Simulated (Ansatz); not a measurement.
Computed with DFT PBE, scalar-relativistic, plane waves, PAW in Ansatz 0.2.0. All cells share a 420 eV cutoff and Γ-centred k meshes spaced at most about 0.3 Å⁻¹ (about 0.25 or finer for metals, 2π included). No spin polarisation in the final relaxations.

All energies are static (0 K, no zero-point motion). All come from trial cells, and lower structures may exist.

Problem. Which of these relaxed structures of MgCd2S3 is the lowest in energy?
A.

```cif
data_structure
_symmetry_space_group_name_H-M 'P-3m1'
_symmetry_Int_Tables_number 164
_cell_length_a 3.8271
_cell_length_b 3.8271
_cell_length_c 9.3796
_cell_angle_alpha 90.000
_cell_angle_beta 90.000
_cell_angle_gamma 120.000
_cell_volume 118.97
loop_
_atom_site_label
_atom_site_type_symbol
_atom_site_symmetry_multiplicity
_atom_site_Wyckoff_symbol
_atom_site_fract_x
_atom_site_fract_y
_atom_site_fract_z
_atom_site_occupancy
Mg1 Mg 1 b 0.00000 0.00000 0.50000 1
Cd1 Cd 2 d 0.66667 0.33333 0.17115 1
S1 S 2 d 0.66667 0.33333 0.65597 1
S2 S 1 a 0.00000 0.00000 0.00000 1
```

B.

```cif
data_structure
_symmetry_space_group_name_H-M 'P6/mmm'
_symmetry_Int_Tables_number 191
_cell_length_a 7.1212
_cell_length_b 7.1212
_cell_length_c 3.4042
_cell_angle_alpha 90.000
_cell_angle_beta 90.000
_cell_angle_gamma 120.000
_cell_volume 149.50
loop_
_atom_site_label
_atom_site_type_symbol
_atom_site_symmetry_multiplicity
_atom_site_Wyckoff_symbol
_atom_site_fract_x
_atom_site_fract_y
_atom_site_fract_z
_atom_site_occupancy
Mg1 Mg 1 a 0.00000 0.00000 0.00000 1
Cd1 Cd 2 c 0.33333 0.66667 0.00000 1
S1 S 3 g 0.50000 0.00000 0.50000 1
```

C.

```cif
data_structure
_symmetry_space_group_name_H-M 'P-4m2'
_symmetry_Int_Tables_number 115
_cell_length_a 3.6829
_cell_length_b 3.6829
_cell_length_c 11.2256
_cell_angle_alpha 90.000
_cell_angle_beta 90.000
_cell_angle_gamma 90.000
_cell_volume 152.26
loop_
_atom_site_label
_atom_site_type_symbol
_atom_site_symmetry_multiplicity
_atom_site_Wyckoff_symbol
_atom_site_fract_x
_atom_site_fract_y
_atom_site_fract_z
_atom_site_occupancy
Mg1 Mg 1 b 0.50000 0.50000 0.00000 1
Cd1 Cd 2 g 0.50000 0.00000 0.60572 1
S1 S 2 g 0.50000 0.00000 0.36148 1
S2 S 1 a 0.00000 0.00000 0.00000 1
```

Solution. A. It has Mg and Cd ordered on rock salt sites, space group P-3m1 (No. 164); the next, C, with space group P-4m2 (No. 115), lies 206 meV/atom higher. Counting S atoms around Cd and Mg (those within 1.25 times the shortest such distance or 1.15 times the sum of covalent radii, 1.27 where that leaves under three), the lowest has Mg 6, Cd 6 and the next has Mg 4, Cd 5.

Weakly bound directions are ill-defined at this level, which has no dispersion term (P-4m2), and this can change margins and order among such cells. A magnetic state wasn't ruled out in cells without spin, among them P6/mmm. Cells relaxed within their symmetry can be saddle points. Some types were kept out of the candidates beforehand, so the set may lack a known form.
